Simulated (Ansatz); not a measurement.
Data:

Si:
```cif
data_Si12
_chemical_formula_sum 'Si12'
_space_group_name_H-M_alt 'P 1'
_space_group_IT_number 1
_cell_length_a 5.69117
_cell_length_b 5.69117
_cell_length_c 12.68420
_cell_angle_alpha 90.000
_cell_angle_beta 90.000
_cell_angle_gamma 140.663
loop_
_space_group_symop_operation_xyz
  'x, y, z'
loop_
_atom_site_label
_atom_site_type_symbol
_atom_site_fract_x
_atom_site_fract_y
_atom_site_fract_z
_atom_site_occupancy
Si1 Si 0.75731 0.24269 0.44507 1
Si2 Si 0.24269 0.75731 0.55493 1
Si3 Si 0.24269 0.75731 0.94507 1
Si4 Si 0.75731 0.24269 0.05493 1
Si5 Si 0.42869 0.57131 0.65727 1
Si6 Si 0.57131 0.42869 0.34273 1
Si7 Si 0.57131 0.42869 0.15727 1
Si8 Si 0.42869 0.57131 0.84273 1
Si9 Si 0.97131 0.02869 0.40941 1
Si10 Si 0.02869 0.97131 0.59059 1
Si11 Si 0.02869 0.97131 0.90941 1
Si12 Si 0.97131 0.02869 0.09059 1
```

This is the r²SCAN-relaxed structure.

**Question.** All from r²SCAN (plane waves, PAW; program Ansatz), unless another level is named. Predict the band gap.

**Answer.** 0.69 eV (indirect).

**Question.** Predict the hole effective mass.

**Answer.** 0.14, 0.41, 1.9 mₑ (principal values).

**Question.** And the electron effective mass?

**Answer.** 0.13, 0.36, 3.3 mₑ (principal values).

**Question.** And the HSE06 gap on the r²SCAN cell?

**Answer.** 1.04 eV.

**Question.** And the smallest direct gap on the standard path?

**Answer.** 0.77 eV.

Space group Cmcm. The first step of the workflow began from a Materials Project structure, measured or hypothetical; the Crystallography Open Database copy checked does not list it. It is not the phase usual at ambient conditions (space group No. 227). Symmetry was held in the r²SCAN relaxation; whether a distortion lowers the energy is not shown.

Potentials: the later of the program's two PAW sets.
